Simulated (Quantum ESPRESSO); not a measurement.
Simulation results for Ge (made-up cell, one site empty), MgAl$_{3}$N$_{3}$O (made-up cell)

Calculation on a made-up crystal cell, not a measurement: periodic Kohn-Sham density functional theory in plane waves with PseudoDojo standard norm-conserving scalar-relativistic pseudopotentials, each functional with its own files (v0.5 for PBE, v0.4.1 for LDA and PBEsol), no spin polarisation, no spin-orbit coupling, atoms not relaxed, stress positive in tension, energies less a fixed whole-eV offset for each atom's element; levels are Kohn-Sham levels at fractions of this cell's reciprocal vectors, counted from the reference band (half the neutral cell's valence electrons, rounded up) at Gamma; error bars cover cutoff and k-mesh only, not smearing or the files; added strain carries the atoms with the cell, and shear is the tensor component; each bar is the largest change over components, and at least 0.002 eV, 0.002 eV per angstrom or 0.02 GPa; energies are for the whole cell, and the offsets were chosen from early runs and are not element reference energies. Program: Quantum ESPRESSO 7.5.

Settings shared by all entries: functional pbe; scf tolerance 1e-07 eV; electrons removed 0.

(1) Ge (made-up cell, one site empty)

Unstrained structure:
```
Ge
1.0
      5.9911    -0.0553     0.0549
     -0.0553     5.9384    -0.0803
      0.0549    -0.0803     5.9224
Ge
7
Direct
  0.01523 -0.02967 -0.00014
  -0.02890 0.48979 0.48915
  0.48549 0.50622 0.03254
  0.27674 0.24555 0.23734
  0.25156 0.76565 0.75780
  0.79110 0.24188 0.75284
  0.74468 0.77727 0.23025
```

Settings of this run: lattice type zincblende/diamond, empty site 3, cutoff 1061 eV, fermi dirac smearing 0.1 eV, added strain kind shear xy, added strain -0.0109, k mesh 6 x 6 x 6, shifted by half a step and structure shown before the added strain of -0.0109.

The calculation gives: free energy less offsets -0.2473 eV; smearing term minus ts -0.08612 eV; scf iterations 12; pressure -2.338 GPa; stress xx 2.668 GPa; stress yy 3.096 GPa; stress zz 1.25 GPa; stress yz 1.103 GPa; stress xz 3.214 GPa; stress xy -2.404 GPa; fermi level 0.08323 eV; reference band 49; error bar energy 0.002 eV; error bar stress 0.02 GPa; error bar force 0.003852 eV/Å; error bar next band up 0.002 eV; error bar fermi level 0.002 eV; error bars from tighter rerun of a related cell.

Atoms:
```tsv
atoms element	atom site	atom energy offset (eV)
Ge	1	-2430
Ge	2	-2430
Ge	4	-2430
Ge	5	-2430
Ge	6	-2430
Ge	7	-2430
Ge	8	-2430
```

Forces:
```tsv
site	x (eV/Å)	y (eV/Å)	z (eV/Å)
1	0.1091	1.71	-0.02808
2	1.272	0.8998	-0.8142
4	1.007	0.8313	-2.043
5	-1.614	-0.9941	1.297
6	0.5995	-1.574	-0.9764
7	-0.9311	-0.115	1.114
8	-0.4427	-0.7579	1.45
```

Levels:
```tsv
level k point	next band up (eV)
Gamma	0.6749
(1/2,1/2,1/2)	0.01006
(0.15,0,0)	0.6027
(0,0.15,0)	0.615
(0,0,0.15)	0.7471
```

(2) Ge (made-up cell, one site empty)

The structure is that of entry 1.

Settings of this run: lattice type zincblende/diamond, empty site 3, cutoff 1061 eV, fermi dirac smearing 0.1 eV, added strain kind shear xy, added strain -0.0019, k mesh 6 x 6 x 6, shifted by half a step and structure shown before the added strain of -0.0019.

It finds free energy less offsets -0.2974 eV; smearing term minus ts -0.08518 eV; scf iterations 11; pressure -2.484 GPa; stress xx 2.785 GPa; stress yy 3.263 GPa; stress zz 1.402 GPa; stress yz 0.9437 GPa; stress xz 3.131 GPa; stress xy -1.9 GPa; fermi level 0.07581 eV; reference band 49; error bar energy 0.002 eV; error bar stress 0.02 GPa; error bar force 0.003852 eV/Å; error bar next band up 0.002 eV; error bar fermi level 0.002 eV; error bars from tighter rerun of a related cell.

Atoms:
```tsv
atoms element	atom site	atom energy offset (eV)
Ge	1	-2430
Ge	2	-2430
Ge	4	-2430
Ge	5	-2430
Ge	6	-2430
Ge	7	-2430
Ge	8	-2430
```

Forces:
```tsv
site	x (eV/Å)	y (eV/Å)	z (eV/Å)
1	0.01252	1.727	0.1169
2	1.257	0.8632	-0.7169
4	1.005	0.7766	-1.955
5	-1.534	-0.9521	1.207
6	0.6429	-1.648	-1.06
7	-0.9228	-0.03144	1.052
8	-0.4603	-0.7351	1.355
```

Levels:
```tsv
level k point	next band up (eV)
Gamma	0.6397
(1/2,1/2,1/2)	-0.03139
(0.15,0,0)	0.5726
(0,0.15,0)	0.5966
(0,0,0.15)	0.7081
```

(3) Ge (made-up cell, one site empty)

The structure is that of entry 1.

Settings of this run: lattice type zincblende/diamond, empty site 3, cutoff 1061 eV, fermi dirac smearing 0.1 eV, added strain kind shear xy, added strain 0.0021, k mesh 6 x 6 x 6, shifted by half a step and structure shown before the added strain of 0.0021.

The calculation gives: free energy less offsets -0.3164 eV; smearing term minus ts -0.08481 eV; scf iterations 11; pressure -2.539 GPa; stress xx 2.826 GPa; stress yy 3.327 GPa; stress zz 1.464 GPa; stress yz 0.8719 GPa; stress xz 3.092 GPa; stress xy -1.675 GPa; fermi level 0.07372 eV; reference band 49; error bar energy 0.002 eV; error bar stress 0.02 GPa; error bar force 0.003852 eV/Å; error bar next band up 0.002 eV; error bar fermi level 0.002 eV; error bars from tighter rerun of a related cell.

Atoms:
```tsv
atoms element	atom site	atom energy offset (eV)
Ge	1	-2430
Ge	2	-2430
Ge	4	-2430
Ge	5	-2430
Ge	6	-2430
Ge	7	-2430
Ge	8	-2430
```

Forces:
```tsv
site	x (eV/Å)	y (eV/Å)	z (eV/Å)
1	-0.03145	1.734	0.1822
2	1.25	0.8468	-0.6733
4	1.002	0.7511	-1.916
5	-1.497	-0.9335	1.167
6	0.6638	-1.681	-1.097
7	-0.9194	0.005724	1.025
8	-0.4677	-0.723	1.313
```

Levels:
```tsv
level k point	next band up (eV)
Gamma	0.6257
(1/2,1/2,1/2)	-0.04684
(0.15,0,0)	0.5617
(0,0.15,0)	0.5907
(0,0,0.15)	0.6912
```

(4) Ge (made-up cell, one site empty)

The structure is that of entry 1.

Here we set lattice type zincblende/diamond, empty site 3, cutoff 1061 eV, fermi dirac smearing 0.1 eV, added strain kind shear xy, added strain 0.0066, k mesh 6 x 6 x 6, shifted by half a step and structure shown before the added strain of 0.0066.

The calculation gives: free energy less offsets -0.3349 eV; smearing term minus ts -0.08444 eV; scf iterations 11; pressure -2.592 GPa; stress xx 2.863 GPa; stress yy 3.387 GPa; stress zz 1.526 GPa; stress yz 0.7947 GPa; stress xz 3.052 GPa; stress xy -1.425 GPa; fermi level 0.07259 eV; reference band 49; error bar energy 0.002 eV; error bar stress 0.02 GPa; error bar force 0.003852 eV/Å; error bar next band up 0.002 eV; error bar fermi level 0.002 eV; error bars from tighter rerun of this cell.

Atoms:
```tsv
atoms element	atom site	atom energy offset (eV)
Ge	1	-2430
Ge	2	-2430
Ge	4	-2430
Ge	5	-2430
Ge	6	-2430
Ge	7	-2430
Ge	8	-2430
```

Forces:
```tsv
site	x (eV/Å)	y (eV/Å)	z (eV/Å)
1	-0.08047	1.743	0.2554
2	1.24	0.8283	-0.6247
4	1	0.7242	-1.874
5	-1.455	-0.9148	1.123
6	0.6884	-1.718	-1.14
7	-0.9159	0.04681	0.9944
8	-0.4778	-0.7094	1.267
```

Levels:
```tsv
level k point	next band up (eV)
Gamma	0.6116
(1/2,1/2,1/2)	-0.06108
(0.15,0,0)	0.5518
(0,0.15,0)	0.5861
(0,0,0.15)	0.6732
```

(5) Ge (made-up cell, one site empty)

The structure is that of entry 1.

Settings of this run: lattice type zincblende/diamond, empty site 3, cutoff 1061 eV, fermi dirac smearing 0.1 eV, added strain kind shear xy, added strain 0.0143, k mesh 6 x 6 x 6, shifted by half a step and structure shown before the added strain of 0.0143.

It finds free energy less offsets -0.36 eV; smearing term minus ts -0.0839 eV; scf iterations 11; pressure -2.666 GPa; stress xx 2.907 GPa; stress yy 3.472 GPa; stress zz 1.62 GPa; stress yz 0.6619 GPa; stress xz 2.982 GPa; stress xy -0.9941 GPa; fermi level 0.07329 eV; reference band 49; error bar energy 0.002 eV; error bar stress 0.02 GPa; error bar force 0.003852 eV/Å; error bar next band up 0.002 eV; error bar fermi level 0.002 eV; error bars from tighter rerun of a related cell.

Atoms:
```tsv
atoms element	atom site	atom energy offset (eV)
Ge	1	-2430
Ge	2	-2430
Ge	4	-2430
Ge	5	-2430
Ge	6	-2430
Ge	7	-2430
Ge	8	-2430
```

Forces:
```tsv
site	x (eV/Å)	y (eV/Å)	z (eV/Å)
1	-0.1668	1.757	0.3838
2	1.222	0.7975	-0.5413
4	0.9966	0.6778	-1.803
5	-1.382	-0.8848	1.047
6	0.7341	-1.782	-1.216
7	-0.9103	0.1172	0.9425
8	-0.4937	-0.683	1.187
```

Levels:
```tsv
level k point	next band up (eV)
Gamma	0.5916
(1/2,1/2,1/2)	-0.07839
(0.15,0,0)	0.5403
(0,0.15,0)	0.5826
(0,0,0.15)	0.6455
```

(6) Ge (made-up cell, one site empty)

The structure is that of entry 1.

It was run with lattice type zincblende/diamond, empty site 3, cutoff 1061 eV, fermi dirac smearing 0.1 eV, added strain kind shear xy, added strain 0.0199, k mesh 6 x 6 x 6, shifted by half a step and structure shown before the added strain of 0.0199.

Results for Ge (made-up cell, one site empty): free energy less offsets -0.373 eV; smearing term minus ts -0.08361 eV; scf iterations 11; pressure -2.704 GPa; stress xx 2.921 GPa; stress yy 3.514 GPa; stress zz 1.677 GPa; stress yz 0.5677 GPa; stress xz 2.931 GPa; stress xy -0.6808 GPa; fermi level 0.07619 eV; reference band 49; error bar energy 0.002 eV; error bar stress 0.02 GPa; error bar force 0.003852 eV/Å; error bar next band up 0.002 eV; error bar fermi level 0.002 eV; error bars from tighter rerun of a related cell.

Atoms:
```tsv
atoms element	atom site	atom energy offset (eV)
Ge	1	-2430
Ge	2	-2430
Ge	4	-2430
Ge	5	-2430
Ge	6	-2430
Ge	7	-2430
Ge	8	-2430
```

Forces:
```tsv
site	x (eV/Å)	y (eV/Å)	z (eV/Å)
1	-0.2299	1.768	0.478
2	1.208	0.7749	-0.4806
4	0.993	0.6435	-1.752
5	-1.326	-0.8648	0.9919
6	0.7684	-1.827	-1.271
7	-0.9065	0.1676	0.9052
8	-0.506	-0.6622	1.129
```

Levels:
```tsv
level k point	next band up (eV)
Gamma	0.5806
(1/2,1/2,1/2)	-0.08494
(0.15,0,0)	0.5365
(0,0.15,0)	0.5835
(0,0,0.15)	0.6282
```

(7) MgAl$_{3}$N$_{3}$O (made-up cell)

Unstrained structure:
```
MgAl3N3O
1.0
      3.0196    -0.0009     0.0361
     -0.0016     5.3325    -0.0730
      0.0589    -0.0689     5.0012
Al Mg O N
3 1 1 3
Direct
  -0.00648 -0.00821 -0.00071
  0.50890 0.49577 0.00358
  0.52281 0.17459 0.49086
  0.00651 0.65625 0.49729
  0.01094 0.00364 0.36307
  0.49672 0.49234 0.37999
  0.48759 0.16989 0.87495
  0.00297 0.67445 0.87638
```

Settings of this run: lattice type wurtzite, cutoff 1143 eV, fermi dirac smearing 0.025 eV, added strain kind biaxial xx and yy, added strain -0.0065, k mesh 6 x 4 x 4, shifted by half a step and structure shown before the added strain of -0.0065.

It finds free energy less offsets -1.295 eV; smearing term minus ts 0 eV; scf iterations 11; pressure 23.12 GPa; stress xx -29.44 GPa; stress yy -25.06 GPa; stress zz -14.85 GPa; stress yz -6.892 GPa; stress xz 3.861 GPa; stress xy 0.9335 GPa; reference band 20; error bar energy 0.002 eV; error bar stress 0.02 GPa; error bar force 0.004115 eV/Å; error bar next band up 0.002 eV; error bars from tighter rerun of a related cell.

Atoms:
```tsv
atoms element	atom site	atom energy offset (eV)
Al	1	-64
Al	2	-64
Al	3	-64
Mg	4	-1617
O	5	-452
N	6	-283
N	7	-283
N	8	-283
```

Forces:
```tsv
site	x (eV/Å)	y (eV/Å)	z (eV/Å)
1	-0.1446	0.6259	-1.425
2	-0.4702	1.583	0.109
3	-0.7105	0.9596	1.065
4	-1.044	1.219	0.4361
5	0.2444	0.735	0.394
6	1.212	-2.798	-2.523
7	0.6457	-1.418	-0.4801
8	0.2675	-0.9061	2.424
```

Levels:
```tsv
level k point	next band up (eV)
Gamma	2.372
(1/2,1/2,1/2)	4.047
(0.15,0,0)	3.246
(0,0.15,0)	2.684
(0,0,0.15)	2.741
```

(8) MgAl$_{3}$N$_{3}$O (made-up cell)

The structure is that of entry 7.

Here we set lattice type wurtzite, cutoff 1143 eV, fermi dirac smearing 0.025 eV, added strain kind biaxial xx and yy, added strain 0.0003, k mesh 6 x 4 x 4, shifted by half a step and structure shown before the added strain of 0.0003.

It finds free energy less offsets -1.465 eV; smearing term minus ts 0 eV; scf iterations 13; pressure 19.67 GPa; stress xx -24.97 GPa; stress yy -20.34 GPa; stress zz -13.71 GPa; stress yz -6.669 GPa; stress xz 3.712 GPa; stress xy 0.8512 GPa; reference band 20; error bar energy 0.002 eV; error bar stress 0.02 GPa; error bar force 0.004115 eV/Å; error bar next band up 0.002 eV; error bars from tighter rerun of a related cell.

Atoms:
```tsv
atoms element	atom site	atom energy offset (eV)
Al	1	-64
Al	2	-64
Al	3	-64
Mg	4	-1617
O	5	-452
N	6	-283
N	7	-283
N	8	-283
```

Forces:
```tsv
site	x (eV/Å)	y (eV/Å)	z (eV/Å)
1	-0.1154	0.5447	-1.506
2	-0.4496	1.547	0.02154
3	-0.6798	1.033	0.9534
4	-0.9934	1.095	0.2666
5	0.2026	0.7795	0.4554
6	1.168	-2.793	-2.339
7	0.6253	-1.391	-0.385
8	0.242	-0.815	2.534
```

Levels:
```tsv
level k point	next band up (eV)
Gamma	2.299
(1/2,1/2,1/2)	4.048
(0.15,0,0)	3.176
(0,0.15,0)	2.613
(0,0,0.15)	2.671
```

(9) MgAl$_{3}$N$_{3}$O (made-up cell)

The structure is that of entry 7.

It was run with lattice type wurtzite, cutoff 1143 eV, fermi dirac smearing 0.025 eV, added strain kind biaxial xx and yy, added strain 0.0124, k mesh 6 x 4 x 4, shifted by half a step and structure shown before the added strain of 0.0124.

The calculation gives: free energy less offsets -1.695 eV; smearing term minus ts 0 eV; scf iterations 13; pressure 14.06 GPa; stress xx -17.68 GPa; stress yy -12.69 GPa; stress zz -11.8 GPa; stress yz -6.296 GPa; stress xz 3.466 GPa; stress xy 0.7235 GPa; reference band 20; error bar energy 0.002 eV; error bar stress 0.02 GPa; error bar force 0.004115 eV/Å; error bar next band up 0.002 eV; error bars from tighter rerun of a related cell.

Atoms:
```tsv
atoms element	atom site	atom energy offset (eV)
Al	1	-64
Al	2	-64
Al	3	-64
Mg	4	-1617
O	5	-452
N	6	-283
N	7	-283
N	8	-283
```

Forces:
```tsv
site	x (eV/Å)	y (eV/Å)	z (eV/Å)
1	-0.06761	0.4102	-1.628
2	-0.4125	1.486	-0.115
3	-0.6288	1.154	0.7751
4	-0.912	0.8847	-0.01256
5	0.1325	0.8536	0.5478
6	1.099	-2.778	-2.039
7	0.5924	-1.347	-0.2358
8	0.1972	-0.6636	2.707
```

Levels:
```tsv
level k point	next band up (eV)
Gamma	2.168
(1/2,1/2,1/2)	4.045
(0.15,0,0)	3.05
(0,0.15,0)	2.486
(0,0,0.15)	2.546
```

(10) MgAl$_{3}$N$_{3}$O (made-up cell)

The structure is that of entry 7.

It was run with lattice type wurtzite, cutoff 1143 eV, fermi dirac smearing 0.025 eV, added strain kind biaxial xx and yy, added strain 0.0226, k mesh 6 x 4 x 4, shifted by half a step and structure shown before the added strain of 0.0226.

Results for MgAl$_{3}$N$_{3}$O (made-up cell): free energy less offsets -1.824 eV; smearing term minus ts 0 eV; scf iterations 13; pressure 9.8 GPa; stress xx -12.17 GPa; stress yy -6.92 GPa; stress zz -10.31 GPa; stress yz -6.005 GPa; stress xz 3.275 GPa; stress xy 0.626 GPa; reference band 20; error bar energy 0.002 eV; error bar stress 0.02 GPa; error bar force 0.004115 eV/Å; error bar next band up 0.002 eV; error bars from tighter rerun of this cell.

Atoms:
```tsv
atoms element	atom site	atom energy offset (eV)
Al	1	-64
Al	2	-64
Al	3	-64
Mg	4	-1617
O	5	-452
N	6	-283
N	7	-283
N	8	-283
```

Forces:
```tsv
site	x (eV/Å)	y (eV/Å)	z (eV/Å)
1	-0.0297	0.3056	-1.71
2	-0.3838	1.438	-0.2136
3	-0.5895	1.245	0.6433
4	-0.8523	0.7264	-0.2229
5	0.07945	0.9081	0.6105
6	1.045	-2.763	-1.812
7	0.5674	-1.312	-0.1283
8	0.1635	-0.548	2.833
```

Levels:
```tsv
level k point	next band up (eV)
Gamma	2.059
(1/2,1/2,1/2)	4.039
(0.15,0,0)	2.943
(0,0.15,0)	2.378
(0,0,0.15)	2.441
```
